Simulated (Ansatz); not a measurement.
Sn$_{2}$Au:
```xyz
6
Lattice="0.0000 4.3120 4.3120 4.3120 0.0000 4.3120 4.3120 4.3120 0.0000" Properties=species:S:1:pos:R:3 pbc="T T T"
Sn     5.3901     5.3901     5.3901
Sn     5.3901     3.2340     3.2340
Sn     3.2340     5.3901     3.2340
Sn     3.2340     3.2340     5.3901
Au     2.1560     2.1560     2.1560
Au     0.0000     0.0000     0.0000
```

Relaxed with PBE. Special points in fractions of this cell's reciprocal vectors: Γ (0.000, 0.000, 0.000); X (0.500, 0.000, 0.500); U (0.625, 0.250, 0.625); K (0.375, 0.375, 0.750); L (0.500, 0.500, 0.500); W (0.500, 0.250, 0.750).

Q: List the band energies nearest the Fermi level at these points for DFT-PBE in the program Ansatz with PAW potentials.

A: In eV from the Fermi level; about four levels below and three above (degenerate sets whole), none deeper than 8.9 eV; points with the same levels are listed once.

| k | below | above |
|---|---|---|
| Γ | -2.36 -1.61 -1.61 -1.61 | 0.24 0.31 0.31 |
| X | -2.87 -2.87 -2.57 -2.57 | 0.22 0.22 0.81 0.81 |
| U | -2.14 -1.25 -0.65 -0.21 | 0.17 1.46 2.88 2.89 |
| L | -1.97 -1.97 -1.07 -0.69 | 1.00 1.20 1.20 |
| W | -2.06 -2.06 -1.91 -1.91 | 0.97 0.97 1.49 1.49 |

Space group Fd-3m (cubic Laves (MgCu2 type)). A made-up cell: these elements were put on the sites of a structure type; neither database checked (COD, Materials Project) lists it. COD files the formula under space group No. 61, so this cell is another polymorph or a model. Whether it is the stable phase at ambient conditions was not checked. Symmetry was held in the PBE relaxation; its stability against distortions is not shown here. Spin–orbit coupling is left out wherever it is not named.

Potentials: the earlier of the program's two PAW sets.
